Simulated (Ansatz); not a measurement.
## Computed properties of MnGa

MnGa:
```xyz
2
Lattice="2.6869 0.0000 0.0000 -1.3435 2.3269 0.0000 0.0000 0.0000 4.0283" Properties=species:S:1:pos:R:3 pbc="T T T"
Mn     0.0000     0.0000     0.0000
Ga     0.0000     1.5513     2.0142
```
The run is spin-polarised; directions of the spins, atom by atom: ↑ 0.

Space group P-6m2 (No. 187); conventional cell a = b = 2.6869 Å, c = 4.0283 Å, α = β = 90.00°, γ = 120.00°.

Method: PBEsol in the plane-wave PAW code Ansatz. Geometry: relaxed at this level of theory. Other levels are named where they apply.

### Cell and energy

Volume per atom: 12.59 Å³
Density: 8.22 g/cm³
Formation energy from the elements (no fitted shifts): -1.8 kJ/mol of atoms

### Electronic structure

- Electronic character: metallic (no gap)
- Density of states at the Fermi level: 0.60 states/eV per atom (mean over ±0.08 eV)

### Magnetism

Magnetic order: ferromagnetic
Net moment: 0.82 μB per atom

### Mechanics

* **Bulk modulus (Birch–Murnaghan fit)**: 145 GPa
* **Pressure derivative B′**: 7.2

The first step of the workflow began from a Materials Project structure, measured or hypothetical; the Crystallography Open Database copy checked does not list it. With Mn and Ga taken as one species the cell has the higher symmetry P6_3/mmc, so it may be an ordered model of a mixed-site phase. Whether it is the stable phase at ambient conditions was not checked. The cell was relaxed with PBEsol under the symmetry of its start; whether a distortion lowers the energy is not shown. Magnetic state: ferromagnetic, chosen from 4 collinear starts compared on coarse meshes (ties went to the first, and starts can fall back to one state), not a proven ground state. Point labels and valley counts follow the cell and symmetry of the run, lower than the named group. Axis ratios of metals converge slowly with the k-mesh, so a and c are less sure than the volume. The references are the lowest solids computed at this level, not always the standard phases. Scalar-relativistic: spin–orbit coupling is off unless named, which matters more the heavier the elements.

Potentials: the later of the program's two PAW sets.
